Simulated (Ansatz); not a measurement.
TaAs in space group I4_1md (No. 109; Ta on 4a, As on 4a) under volume change, plane-wave PAW LDA (Ansatz code), shape and atoms relaxed at each volume.

```tsv
V (Å³/atom)	E − E(relaxed) (meV/atom)	P (GPa)
15.182	98.4	22.81
15.682	(withheld)	(withheld)
16.183	(withheld)	(withheld)
16.683	0.0	0.00
17.184	8.8	-5.48
17.684	33.4	-10.15
18.185	71.5	-14.13
```

Problem. Some entries are withheld; supply them.

Solution. 
- 16.183, E − E(relaxed) (meV/atom): 9.8
- 16.183, P (GPa): 6.43
- 15.682, E − E(relaxed) (meV/atom): 41.3
- 15.682, P (GPa): 13.98

Problem. What does a third-order Birch–Murnaghan fit give for V₀, B₀ and B′?

Solution. V₀ = 16.68 Å³/atom, B₀ = 197 GPa, B′ = 4.3.

Symmetry was held in the LDA relaxation. No spin polarisation was allowed. Scalar-relativistic: spin–orbit coupling is off unless named, which matters more the heavier the elements.

Potentials: the earlier of the program's two PAW sets. The files were generated under PBE; for other functionals the program regenerates the frozen cores, and for LDA and PBEsol the local potential too.
